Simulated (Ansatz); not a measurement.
**ScZn: eigenvalues along the path**

```xyz
2
Lattice="3.4157 0.0000 0.0000 0.0000 3.4157 0.0000 0.0000 0.0000 3.4157" Properties=species:S:1:pos:R:3 pbc="T T T"
Sc    0.0000    0.0000    0.0000
Zn    1.7079    1.7079    1.7079
```

Atoms are numbered in the order listed.

The geometry is COD entry 1527719, unchecked; take it as a test cell. The listed cell was then made from it by scaling, straining or moving an atom.

Spin polarisation is left out, and whether a magnetic state lies lower isn't shown here.

The calculation used Ansatz 0.2.0, DFT, PBEsol, all-electron LAPW, scalar-relativistic.

Sampling and basis: a Γ-centred 10×10×10 k mesh, Fermi–Dirac smearing of 0.03 eV, basis error target 0.5 meV/atom, no spin polarisation.

Path points, in fractions of the reciprocal vectors: Γ (0.000, 0.000, 0.000), X (0.000, 0.500, 0.000), M (0.500, 0.500, 0.000), R (0.500, 0.500, 0.500). Levels in eV from the Fermi level; bands 9 to 18, counted from the lowest band of the run. The gap is zero.

```
# k(1/Å) point b9 b10 b11 b12 b13 b14 b15 b16 b17 b18
0.000 Γ -7.38 -6.98 -6.98 -6.73 -6.73 -6.73 0.08 0.08 2.69 2.69
0.184 - -7.25 -6.98 -6.96 -6.74 -6.74 -6.73 0.02 0.11 2.44 2.44
0.368 - -6.97 -6.96 -6.76 -6.75 -6.75 -6.72 -0.35 0.17 1.95 1.95
0.552 - -6.93 -6.90 -6.77 -6.77 -6.71 -6.09 -1.30 0.25 1.52 1.52
0.736 - -6.92 -6.85 -6.79 -6.79 -6.71 -5.17 -2.56 0.33 1.23 1.23
0.920 X -6.91 -6.84 -6.79 -6.79 -6.71 -4.37 -3.50 0.36 1.14 1.14
1.104 - -6.90 -6.82 -6.82 -6.80 -6.72 -4.32 -3.33 0.43 1.01 1.21
1.288 - -6.90 -6.88 -6.81 -6.75 -6.75 -4.17 -2.84 0.60 0.66 1.40
1.472 - -6.95 -6.90 -6.82 -6.79 -6.66 -3.91 -2.10 0.15 0.72 1.65
1.656 - -7.00 -6.91 -6.83 -6.82 -6.60 -3.61 -1.23 -0.37 0.54 1.87
1.839 M -7.02 -6.91 -6.83 -6.83 -6.57 -3.46 -0.61 -0.61 0.17 1.96
2.100 - -6.99 -6.91 -6.82 -6.81 -6.62 -3.86 -1.15 -0.53 0.75 1.85
2.360 - -6.91 -6.90 -6.80 -6.77 -6.73 -5.03 -0.88 -0.33 0.99 1.73
2.620 - -6.94 -6.85 -6.83 -6.76 -6.74 -6.24 -0.15 -0.12 1.23 1.87
2.880 - -7.11 -6.96 -6.95 -6.74 -6.74 -6.73 0.03 0.08 2.14 2.32
3.140 Γ -7.38 -6.98 -6.98 -6.73 -6.73 -6.73 0.08 0.08 2.69 2.69
3.459 - -6.98 -6.94 -6.94 -6.75 -6.75 -6.71 0.06 0.06 1.92 2.34
3.777 - -6.84 -6.84 -6.82 -6.79 -6.79 -5.77 -0.03 -0.03 1.02 1.68
4.096 - -6.89 -6.85 -6.85 -6.72 -6.72 -4.20 -0.55 -0.55 1.22 1.72
4.415 - -6.92 -6.90 -6.90 -6.61 -6.61 -2.63 -1.25 -1.25 1.95 2.59
4.733 R -6.92 -6.92 -6.92 -6.57 -6.57 -1.54 -1.54 -1.54 0.52 3.41
4.993 - -6.93 -6.91 -6.90 -6.61 -6.59 -2.31 -1.44 -1.32 1.61 2.63
5.254 - -6.93 -6.88 -6.85 -6.71 -6.64 -3.28 -1.52 -0.70 1.68 1.87
5.514 - -6.90 -6.84 -6.82 -6.79 -6.72 -3.93 -2.32 0.12 0.96 1.93
5.774 - -6.88 -6.83 -6.81 -6.80 -6.73 -4.27 -3.16 0.51 0.84 1.34
6.034 X -6.91 -6.84 -6.79 -6.79 -6.71 -4.37 -3.50 0.36 1.14 1.14
7.335 R -6.92 -6.92 -6.92 -6.57 -6.57 -1.54 -1.54 -1.54 0.52 3.41
7.519 - -6.92 -6.91 -6.91 -6.60 -6.57 -1.96 -1.48 -1.48 1.14 2.75
7.703 - -6.95 -6.89 -6.89 -6.68 -6.57 -2.59 -1.28 -1.28 1.74 2.37
7.887 - -6.98 -6.86 -6.86 -6.79 -6.57 -3.08 -1.01 -1.01 0.90 2.71
8.071 - -7.01 -6.87 -6.84 -6.84 -6.57 -3.37 -0.74 -0.74 0.36 2.17
8.254 M -7.02 -6.91 -6.83 -6.83 -6.57 -3.46 -0.61 -0.61 0.17 1.96
```
